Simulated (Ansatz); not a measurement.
A generated cell, not matched to a known phase here, of TiI$_{3}$: Pm-3m (No. 221), cP4, ReO3 type; a = 5.6081 Å, b = 5.6081 Å, c = 5.6081 Å, α = 90.00°, β = 90.00°, γ = 90.00°; Ti 1a (0.000, 0.000, 0.000); I 3d (0.000, 0.000, 0.500). These are PBE (plane waves to 420 eV, PAW, scalar-relativistic; Ansatz, a program for electronic structure) values and carry that method's errors. Element references, the lowest calculated here: I (Cmce), Ti (P6₃/mmc).

Total energies (eV/atom, σ → 0; comparable only within this code, potentials and settings):

```json
[
 {"phase": "TiI3 (Pm-3m)", "E (eV/atom)": "-6260.144"},
 {"phase": "I (Cmce)", "E (eV/atom)": "-7512.908"},
 {"phase": "Ti (P6₃/mmc)", "E (eV/atom)": "-2499.667"}
]
```

Task: What is the formation energy of this Pm-3m form of TiI3 from the elements?

Result: E_f = -6260.144 − [1 × (-2499.667) + 3 × (-7512.908)] / 4 = -0.55 eV/atom (-2.2 eV per formula unit).

A lower structure of this composition may exist.

Static energies, no anion corrections, no zero-point energy. Values are rounded to 0.01 eV/atom. Not shown to be the ambient phase of their composition (a lower form may be missing, and a cell relaxed within its start's symmetry can be a saddle point): TiI3 (Pm-3m). Spin-orbit coupling is missing from these energies, which matters for elements this heavy. Spin state reached: ferromagnetic (net 0.25 μB/atom); other spin orders were not run from this start.
